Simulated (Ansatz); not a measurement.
**Structure relaxation, SnO**

The start is a generated trial cell of SnO in the NiAs structure type. A full variable-cell relaxation at zero pressure is run with PBE (plane waves to 420 eV, PAW, scalar-relativistic; Ansatz, a program for electronic structure). The first steps use a coarse 8×8×5 k-mesh.

Starting cell:
```yaml
crystal:
  lattice:
    - [3.51274, 0.00000, 0.00000]
    - [-1.75637, 3.04212, 0.00000]
    - [0.00000, 0.00000, 4.89590]
  atoms:
    - { symbol: Sn, position: [0.00000, 0.00000, 0.00000] }
    - { symbol: Sn, position: [0.00000, 0.00000, 0.50000] }
    - { symbol: O, position: [0.33333, 0.66667, 0.25000] }
    - { symbol: O, position: [0.66667, 0.33333, 0.75000] }
```

Question: By how much does the energy per atom fall from start to end?

Answer: 0.72 eV/atom.

Question: How does the volume change?

Answer: +28.3 %, from 13.08 to 16.78 Å³/atom.

Question: How do the shortest distances between atoms change?

Answer: The closest pairs of elements (up to four, under 3.6 Å), start → end: O–Sn 2.37 → 2.57 Å; Sn–Sn 2.45 → 3.22 Å; O–O 3.18 → 3.47 Å.

Question: Is the relaxed structure metallic? Give its gap.

Answer: Zero (metallic).

Question: What does it relax into? Give the structure.

Answer: 
Space group P6₃/mmc (No. 194); a = b = 3.4707 Å, c = 6.4351 Å, α = β = 90.00°, γ = 120.00°

```
atom  site  symmetry       x       y       z
----  ----  --------  ------  ------  ------
Sn      2a      -3m.  0.0000  0.0000  0.0000
O       2c      -6m2  0.3333  0.6667  0.2500
```

The space group stays P6₃/mmc (No. 194) (the run could not lower it); the end is NiAs type, with 4 atoms in the primitive cell. Final values are on a 15×15×7 k-mesh of the relaxed cell. No spin polarisation in the result.

The run could not lower the symmetry of its start; a shaken copy of this end point relaxes with PBE to P2₁/m (No. 11), 0.45 eV/atom lower.

The relaxed structure here is a generated cell of SnO: the first start was made by placing the elements on the sites of a structure type, and the end was not matched to a known phase here, so it may be hypothetical. Known forms of SnO include space group No. 129.
